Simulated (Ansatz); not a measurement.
Problem. Each is relaxed and computed with plane-wave PAW r²SCAN (Ansatz code). Which is the only metal?
A) GeTePt, P2_13 (Ge on 4a, Te on 4a, Pt on 4a)
B) Cs2KMnF6, I4/mmm (Pearson symbol tI20)
C) HfCuGe, I4/mmm (Hf on 4e, Cu on 4c, Ge on 4e)
D) ZnGeO3, R-3 (Zn on 6c, Ge on 6c, O on 18f)

Solution. C, HfCuGe, I4/mmm (Hf on 4e, Cu on 4c, Ge on 4e). HfCuGe: metal; Cs2KMnF6: gap 1.19 eV; GeTePt: gap 0.37 eV (indirect); ZnGeO3: gap 3.19 eV (indirect). Spin orders computed, not proven ground states: Cs2KMnF6, I4/mmm (Pearson symbol tI20) ferromagnetic. Standing as an ambient phase not checked: HfCuGe, I4/mmm (Hf on 4e, Cu on 4c, Ge on 4e); Cs2KMnF6, I4/mmm (Pearson symbol tI20); GeTePt, P2_13 (Ge on 4a, Te on 4a, Pt on 4a); ZnGeO3, R-3 (Zn on 6c, Ge on 6c, O on 18f). All cells were relaxed under the symmetry of their starts (and spin orders); stability against distortions was not tested throughout. Rows with no word on spin ran without spin polarisation. No Hubbard U is applied. Scalar-relativistic: spin–orbit coupling is off unless named, which matters more the heavier the elements.

Potentials: the later of the program's two PAW sets.
